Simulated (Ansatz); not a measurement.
VW (Cmmm): energy against the cell's spin moment

The geometry is a structure from the Materials Project, held fixed and not relaxed.

Settings: PBEsol, 11×11×7 k mesh, Fermi–Dirac smearing of 0.03 eV. PAW means Ansatz 0.2.0 on its default frozen-core files; LAPW is all-electron LAPW in Ansatz 0.2.0. Site moments are integrated in spheres about the atoms, whose radii differ between the methods.

Input of the first run:

```yaml
crystal:
  lattice:
    - [1.54504533, -2.2194217362, 0.0]
    - [1.54504533, 2.2194217362, 0.0]
    - [0.0, 0.0, 4.2714039101]
  atoms:
    - { symbol: V, position: [0.0, 0.0, 0.0], spin: 2.0 }
    - { symbol: W, position: [0.5, 0.5, 0.5], spin: 1.0 }
magnetization:
  spin_polarized: true
kpoints:
  mp_grid: { grid: [11, 11, 7] }
scf:
  occupations: { method: fermi_dirac, width: 0.03 }
  lower_state_search: "off"
hamiltonian:
  xc: pbesol
  pseudopotentials: { kind: paw }
output:
  forces: true
  stress: true
  eigenvalues: true
  populations: true
  dos: { projected: true, de: 0.1, e_range: [-8, 5] }
  write_density: true
  write_potential: true
  elf: true
  volumetric_format: npy
```

Command: `ansatz run input.yaml --threads 1 --pin off --max-ram 3072MiB --backend cpu --events-out ev --progress --plain --runs-dir out`

The input for «total moment held at 2.4 μB» by PAW differs from it in these lines, output keys apart:

```diff
-    - { symbol: V, position: [0.0, 0.0, 0.0], spin: 2.0 }
-    - { symbol: W, position: [0.5, 0.5, 0.5], spin: 1.0 }
+    - { symbol: V, position: [0.0, 0.0, 0.0], spin: 1.2 }
+    - { symbol: W, position: [0.5, 0.5, 0.5], spin: 1.2 }
+  initial_magnetization: 2.4
+  spin_locking: { lock_magnetization: hard }
```

The input for «total moment held at 1 μB» by LAPW differs from it in these lines, output keys apart:

```diff
-    - { symbol: V, position: [0.0, 0.0, 0.0], spin: 2.0 }
-    - { symbol: W, position: [0.5, 0.5, 0.5], spin: 1.0 }
+    - { symbol: V, position: [0.0, 0.0, 0.0], spin: 0.5 }
+    - { symbol: W, position: [0.5, 0.5, 0.5], spin: 0.5 }
+  initial_magnetization: 1.0
+  spin_locking: { lock_magnetization: hard }
-  pseudopotentials: { kind: paw }
+  pseudopotentials: { kind: all_electron, lapw: { basis_error: 0.001 } }
```

The total moment M of the cell is held by giving each spin its own Fermi level. Half their difference over μB is the field that would hold M, so μB·B = dF/dM. Energies count from each method's free run. The held moment starts spread evenly over V1, W2.

Does the cell keep a net moment when the moments are free, and how does its energy change with a held moment?

The free run has no net moment (M = 0.00 μB). 
```
M (μB/cell)  ΔF PAW (meV/cell)  ΔF LAPW (meV/cell)  B, PAW (T)  largest site moment, PAW (μB)  pressure, PAW (GPa)
       0.00                0.0                   –           –                           0.00                 -5.6
       0.10               +1.5                   –        +548                           0.07                 -5.5
       0.30              +16.2               +16.2       +1964                           0.20                 -5.1
       0.60              +72.4                   –       +4888                           0.40                 -4.0
       1.00             +219.9              +219.5       +7404                           0.68                 -2.5
       1.60             +532.1              +531.2      +10646                           1.08                  0.5
       2.40            +1113.6             +1112.1      +14377                           1.58                  6.1
```

Separate runs put a uniform field on the spins (g = 2):

```json
{"field (T)": "500", "M PAW (μB/cell)": "0.093", "M LAPW (μB/cell)": "0.093"}
{"field (T)": "1000", "M PAW (μB/cell)": "0.162", "M LAPW (μB/cell)": "0.162"}
```

The PAW files were made with PBE; the program remakes their cores once for the run's functional and then keeps them frozen. The Ansatz runs typed with the search for lower states off end where their start leads. Spin–orbit coupling is left out although heavy atoms are present. None of this fixes the real material's magnetic order: only patterns that fit the cell were computed, at zero temperature, with a functional that can overstate moments.
